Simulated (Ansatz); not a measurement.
A distorted cell of SnS$_{2}$ (CdI2 type):

```xyz
3
Lattice="3.6877 0.0000 0.0000 -1.8439 3.1936 0.0000 0.0000 0.0000 5.8365" Properties=species:S:1:pos:R:3 pbc="T T T"
Sn     0.0000     0.0000     0.0000
S      0.0000     2.1291     1.4732
S      1.8439     1.0645     4.3633
```

These are PBE-D3(BJ) (plane waves to 420 eV, PAW, scalar-relativistic; Ansatz, a first-principles code) values and carry that method's errors. k mesh 10×10×6 (Γ-centred), Fermi-Dirac smearing 0.05 eV. Energies are smeared free energies. Compression counts positive. SnS2 was relaxed with its symmetry unable to fall. The PAW data are Ansatz's earlier set.

Q: Give the stress tensor in GPa and the pressure.

A: 
```
  -0.82     0.00     0.00
   0.00    -0.82     0.00
   0.00     0.00    -0.25
```
The pressure, a third of the trace, is -0.63 GPa.

Q: It is the relaxed cell scaled evenly to V/V₀ = 1.015, atoms relaxed where free. What is its energy relative to the relaxed cell?

A: 0.7 meV/atom.

(Under strain, the slope of the energy per volume gives the stress and its curvature an elastic modulus.)
